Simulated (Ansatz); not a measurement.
Relaxation of a relaxed HfSiO4 cell shaken by Gaussian noise of σ = 0.08 Å a coordinate; 12 atoms in the cell, which starts as P1 (No. 1), aP12; a = b = c = 5.5787 Å, α = β = 106.89°, γ = 114.76°. Method: PBE (plane waves to 420 eV, PAW, scalar-relativistic; Ansatz, a first-principles code). Γ-centred k-mesh 4×4×4 on the run's cell (coarser than for final values), Fermi–Dirac smearing 0.05 eV. This is the first round of the run. 

The optimiser's lines from the output (shortened; P is positive under compression):

```
relax step   1: F+E_penalty+E_count = -37269.70307890 eV  Δ(F+E_penalty+E_count) = +0.000e0 eV  max|allowed force component| = 6.568e0 eV/Å  Δτ_max = 0.0000 Å  P = +5.407 GPa  Ω = 132.792 Å³  (8 SCF iters, dr2 threshold 1.00e-7 eV, accepted)
relax step   2: F+E_penalty+E_count = -37271.01021123 eV  Δ(F+E_penalty+E_count) = -1.307e0 eV  max|allowed force component| = 3.076e0 eV/Å  Δτ_max = 0.1728 Å  P = -0.847 GPa  Ω = 134.592 Å³  (8 SCF iters, dr2 threshold 1.20e-6 eV, accepted)
relax step   3: F+E_penalty+E_count = -37271.72175750 eV  Δ(F+E_penalty+E_count) = -7.115e-1 eV  max|allowed force component| = 3.690e-1 eV/Å  Δτ_max = 0.1004 Å  P = +0.807 GPa  Ω = 132.267 Å³  (8 SCF iters, dr2 threshold 1.20e-6 eV, accepted)
relax step   4: F+E_penalty+E_count = -37271.74734147 eV  Δ(F+E_penalty+E_count) = -2.558e-2 eV  max|allowed force component| = 2.725e-2 eV/Å  Δτ_max = 0.0292 Å  P = -0.001 GPa  Ω = 132.808 Å³  (7 SCF iters, dr2 threshold 1.20e-6 eV, accepted)
relax step   5: F+E_penalty+E_count = -37271.74761350 eV  Δ(F+E_penalty+E_count) = -2.720e-4 eV  max|allowed force component| = 1.024e-3 eV/Å  Δτ_max = 0.0024 Å  P = +0.022 GPa  Ω = 132.789 Å³  (5 SCF iters, dr2 threshold 7.29e-8 eV, accepted)
relax step   6: F+E_penalty+E_count = -37271.74756914 eV  Δ(F+E_penalty+E_count) = +4.436e-5 eV  max|allowed force component| = 1.635e-4 eV/Å  Δτ_max = 0.0002 Å  P = +0.002 GPa  Ω = 132.799 Å³  (4 SCF iters, dr2 threshold 3.30e-9 eV, accepted)
relax step   7: F+E_penalty+E_count = -37271.74756914 eV  Δ(F+E_penalty+E_count) = -7.858e-10 eV  max|allowed force component| = 1.603e-4 eV/Å  Δτ_max = 0.0000 Å  P = -0.004 GPa  Ω = 132.799 Å³  stress off target by 3.12e-2 GPa  SCF on the basis re-selected at this cell (its energy is not comparable with the rows above)  (5 SCF iters)
relax step   8: F+E_penalty+E_count = -37271.74756473 eV  Δ(F+E_penalty+E_count) = +4.406e-6 eV  max|allowed force component| = 3.757e-5 eV/Å  Δτ_max = 0.0000 Å  P = +0.000 GPa  Ω = 132.800 Å³  (4 SCF iters, dr2 threshold 2.44e-9 eV, accepted)
relax step   9: F+E_penalty+E_count = -37271.74756474 eV  Δ(F+E_penalty+E_count) = -3.856e-10 eV  max|allowed force component| = 4.383e-5 eV/Å  Δτ_max = 0.0000 Å  P = +0.000 GPa  Ω = 132.800 Å³  stress off target by 8.61e-4 GPa  SCF on the basis re-selected at this cell (its energy is not comparable with the rows above)  (5 SCF iters)
```

From the first to the last row the energy changes by -0.17 eV/atom and the volume by 0.0 %. The last row is marked as not comparable with the walk above it, whose basis was carried along; it does compare with step 1, since both stand on a basis selected at the nominal cutoff for their own cell.

Later rounds, restarted from the end of this one on a renewed k-mesh, logged 2 more steps and released under 1 meV/atom more. The final structure after all rounds: I4₁/amd, origin choice 1 (No. 141), tI24, AFLOW prototype A4BC_tI24_141_h_b_a (as in ZrSiO4); a = b = 6.646 Å, c = 6.014 Å, α = β = γ = 90.00°. Between re-selections the logged energies stand on a plane-wave basis carried along with the cell. No spin polarisation in the result.

The first start was generated by placing the elements on the sites of a structure type. A measured structure of HfSiO4 has the same space group, I4₁/amd (No. 141); the sites were not compared with it.
